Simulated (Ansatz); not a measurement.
MgMn₂P₂H₄O₁₀: field gradients at two levels of theory

Cell: a computed structure from the Materials Project (it need not be an observed phase).

```cif
data_structure
_symmetry_space_group_name_H-M 'P 1'
_symmetry_Int_Tables_number 1
_cell_length_a 5.3076
_cell_length_b 5.5229
_cell_length_c 7.8226
_cell_angle_alpha 102.562
_cell_angle_beta 106.892
_cell_angle_gamma 98.509
_cell_volume 208.61
loop_
_atom_site_label
_atom_site_type_symbol
_atom_site_fract_x
_atom_site_fract_y
_atom_site_fract_z
_atom_site_occupancy
Mg1 Mg 0.09106 0.35156 0.87988 1
Mn2 Mn 0.98447 0.44843 0.45923 1
Mn3 Mn 0.51285 0.01450 0.00480 1
H4 H 0.86572 0.90879 0.28613 1
H5 H 0.06309 0.09437 0.21145 1
H6 H 0.04813 0.93548 0.65034 1
H7 H 0.90714 0.86566 0.80319 1
P8 P 0.41353 0.58144 0.24383 1
P9 P 0.60583 0.46315 0.77176 1
O10 O 0.31342 0.69943 0.07688 1
O11 O 0.27926 0.65066 0.38954 1
O12 O 0.71583 0.33260 0.92837 1
O13 O 0.76855 0.38774 0.64055 1
O14 O 0.72633 0.66675 0.33144 1
O15 O 0.31974 0.28501 0.14189 1
O16 O 0.29493 0.37393 0.68930 1
O17 O 0.68249 0.75884 0.84738 1
O18 O 0.07986 0.96610 0.78346 1
O19 O 0.90277 0.07804 0.25344 1
```

Atom numbers follow the list; atoms alike are taken as one site, whose name carries the number of the first.

First run. The numbers come from a DFT calculation in Ansatz (PBE, plane waves and PAW, scalar-relativistic, collinear spin, 420 eV cutoff, Γ-centred 5×4×3 k-points, Fermi–Dirac smearing 0.02 eV). Start moments as typed (μB): 0 -5 5 0 0 0 0 0 0 0 0 0 0 0 0 0 0 0 0 by atom.

```
site  atom  V_zz (10²¹ V/m²)     η  m (μB)
  Mg     1              0.75  0.96    0.00
 Mn2     2              6.29  0.44   -4.04
 Mn3     3              5.05  0.33    4.17
  H6     6              3.98  0.05    0.00
  H7     7              1.32  0.18    0.00
  P8     8             -2.27  0.96    0.00
  P9     9              1.32  0.60    0.00
 O10    10              8.85  0.53    0.02
 O11    11              9.27  0.31   -0.03
 O14    14              8.95  0.69   -0.03
 O15    15              8.74  0.10    0.03
 O17    17              8.85  0.63    0.02
 O18    18             11.46  0.89    0.01
 O19    19             -9.76  0.99    0.00
```

Second run. The same atoms and settings, except that a Hubbard term is added (U = 4.9 eV on Mn d).

(1) What does the second run give?

Answers

(1) 

```tsv
site	atom	V_zz	η	change of V_zz	m (μB)
Mg	1	0.76	0.94	+0.01	0.00
Mn2	2	6.10	0.50	-0.19	-4.14
Mn3	3	4.96	0.31	-0.09	4.25
H6	6	3.98	0.04	0.00	0.00
H7	7	1.31	0.19	-0.01	0.00
P8	8	-2.33	0.95	-0.06	0.00
P9	9	1.30	0.57	-0.02	0.00
O10	10	8.90	0.53	+0.05	0.01
O11	11	9.35	0.31	+0.08	-0.01
O14	14	9.01	0.69	+0.06	-0.02
O15	15	8.75	0.10	+0.01	0.01
O17	17	8.92	0.62	+0.07	0.01
O18	18	11.60	0.87	+0.14	0.00
O19	19	-10.06	0.98	-0.30	0.00
```

The largest change of V_zz is on O19, from -9.76 to -10.06. In per cent, |V_zz| changes by +1 on Mg, -3 to -2 on Mn, -1 to 0 on H, -1 to +3 on P, 0 to +3 on O (all sites that start above 0.5). The table leaves out 5 of the 19 sites, with |V_zz| up to 9.54; their tensors move by 0.15 at most along any direction. The statements above cover all sites.

The lattice is static: at room temperature water may turn and average the couplings of its hydrogen. The magnetic order is the one that the run reached from its start moments, not necessarily the measured one.
For the first run: The largest force is 0.4 eV/Å, so the atoms aren't at the calculated equilibrium and relaxing them would move these values.
